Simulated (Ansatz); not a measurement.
Ag (fcc, Cu type), conventional cell a = b = c = 4.0544 Å, α = β = γ = 90.00°. The calculation uses the primitive cell of 1 atom, to which meshes and values per cell refer.

The relaxed cell is deformed in two ways at once: its volume V is scaled, and at that volume it is stretched along z (the c axis of the conventional cell) so that c/a changes. Fractional atomic positions are held.

All values below come from PBEsol (plane waves to 420 eV, PAW, scalar-relativistic; Ansatz, an electronic-structure program). k mesh 20×20×20 (Γ-centred), Fermi-Dirac smearing 0.05 eV. E stands for the smeared free energy. Compression counts positive. With partly filled bands, the response to shear is sensitive to the k mesh, so small differences along c/a are uncertain. Ag was relaxed with its symmetry unable to fall. ΔE is measured from the relaxed starting cell.

ΔE (eV/atom), with V/V₀ across and (c/a)/(c/a)₀ down:

```csv
(c/a)/(c/a)₀ \ V/V₀,0.920,0.960,1.000,1.040,1.080
0.960,0.050,0.013,0.002,0.011,0.035
0.980,0.048,0.012,0.001,0.010,0.034
1.000,0.048,0.011,0.000,0.009,0.033
1.020,0.048,0.012,0.001,0.010,0.034
1.040,0.051,0.014,0.003,0.011,0.036
```

σzz − σxx (GPa), with V/V₀ across and (c/a)/(c/a)₀ down:

```csv
(c/a)/(c/a)₀ \ V/V₀,0.920,0.960,1.000,1.040,1.080
0.960,2.0,1.7,1.5,1.4,1.2
0.980,1.1,0.9,0.8,0.7,0.6
1.000,0.0,0.0,0.0,0.0,0.0
1.020,-1.2,-1.1,-0.9,-0.8,-0.7
1.040,-2.5,-2.2,-1.9,-1.7,-1.5
```

Read from the data:

```
Quantity                                                              Value
-------------------------  ------------------------------------------------
Lowest place on the grid    V/V₀ = 1.000, (c/a)/(c/a)₀ = 1.000 (0 meV/atom)
Highest place on the grid  V/V₀ = 0.920, (c/a)/(c/a)₀ = 1.040 (51 meV/atom)
```

The 25 points together took about 5 core-minutes (a rough figure).

(A scan under strain: stresses follow from slopes of the energy per volume, elastic moduli from its curvatures.)
